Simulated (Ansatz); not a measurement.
KY3F10:
```yaml
crystal:
  lattice:
    - [0.00000, 5.74861, 5.74861]
    - [5.74861, 0.00000, 5.74861]
    - [5.74861, 5.74861, 0.00000]
  atoms:
    - { symbol: K, position: [0.75000, 0.75000, 0.75000] }
    - { symbol: K, position: [0.25000, 0.25000, 0.25000] }
    - { symbol: Y, position: [0.75979, 0.75979, 0.24021] }
    - { symbol: Y, position: [0.24021, 0.24021, 0.75979] }
    - { symbol: Y, position: [0.24021, 0.75979, 0.75979] }
    - { symbol: Y, position: [0.75979, 0.24021, 0.24021] }
    - { symbol: Y, position: [0.75979, 0.24021, 0.75979] }
    - { symbol: Y, position: [0.24021, 0.75979, 0.24021] }
    - { symbol: F, position: [0.88792, 0.88792, 0.33624] }
    - { symbol: F, position: [0.11208, 0.11208, 0.66376] }
    - { symbol: F, position: [0.11208, 0.66376, 0.11208] }
    - { symbol: F, position: [0.88792, 0.33624, 0.88792] }
    - { symbol: F, position: [0.88792, 0.88792, 0.88792] }
    - { symbol: F, position: [0.11208, 0.11208, 0.11208] }
    - { symbol: F, position: [0.66376, 0.11208, 0.11208] }
    - { symbol: F, position: [0.33624, 0.88792, 0.88792] }
    - { symbol: F, position: [0.50000, 0.50000, 0.83143] }
    - { symbol: F, position: [0.50000, 0.50000, 0.16857] }
    - { symbol: F, position: [0.83143, 0.16857, 0.50000] }
    - { symbol: F, position: [0.16857, 0.83143, 0.50000] }
    - { symbol: F, position: [0.83143, 0.50000, 0.50000] }
    - { symbol: F, position: [0.16857, 0.50000, 0.50000] }
    - { symbol: F, position: [0.50000, 0.83143, 0.16857] }
    - { symbol: F, position: [0.50000, 0.16857, 0.83143] }
    - { symbol: F, position: [0.50000, 0.83143, 0.50000] }
    - { symbol: F, position: [0.50000, 0.16857, 0.50000] }
    - { symbol: F, position: [0.16857, 0.50000, 0.83143] }
    - { symbol: F, position: [0.83143, 0.50000, 0.16857] }
```

Relaxed with PBEsol. The program Ansatz at the PBEsol level (PAW) gives a gap of 7.01 eV.

Task: What gap does HSE06 give on the same cell (Ansatz, PAW)?

Result: 9.23 eV, 2.21 eV more. The hybrid was solved on a coarser mesh and at special points; its gap is the smallest among all of these.

```
k  v1 PBEsol  c1 PBEsol    v1 HSE06    c1 HSE06
-  ---------  ---------  ----------  ----------
Γ       0.00       7.01        0.00        9.23
X      -0.09       7.48  (withheld)  (withheld)
L      -0.02       7.48  (withheld)  (withheld)
W      -0.08       7.51  (withheld)  (withheld)
K      -0.07       7.50  (withheld)  (withheld)
```

Task: Top valence (v1) and lowest conduction level (c1) in eV from each method's valence maximum (which need not be a listed point): supply the withheld HSE06 values.

Result: 
- W, v1 HSE06: -0.07
- W, c1 HSE06: 9.73
- L, v1 HSE06: -0.03
- L, c1 HSE06: 9.69
- X, v1 HSE06: -0.08
- X, c1 HSE06: 9.70
- K, v1 HSE06: -0.07
- K, c1 HSE06: 9.72

Cost on shared cores: the PBEsol run (SCF on a 4×4×4 mesh, then bands and DOS) very roughly 5 core-minutes, the HSE06 run (SCF on 3×3×3, then a few points) roughly 30 core-minutes; the tasks are unlike.

Space group Fm-3m. The first step of the workflow began from a Materials Project structure, measured or hypothetical; the Crystallography Open Database files this formula in space group No. 225, but the cells were not matched. Its standing as an ambient phase is unchecked. The cell was relaxed with PBEsol under the symmetry of its start; its stability against distortions is not shown here. No spin polarisation was allowed. Scalar-relativistic: spin–orbit coupling is off unless named, which matters more the heavier the elements.

Potentials: the later of the program's two PAW sets.
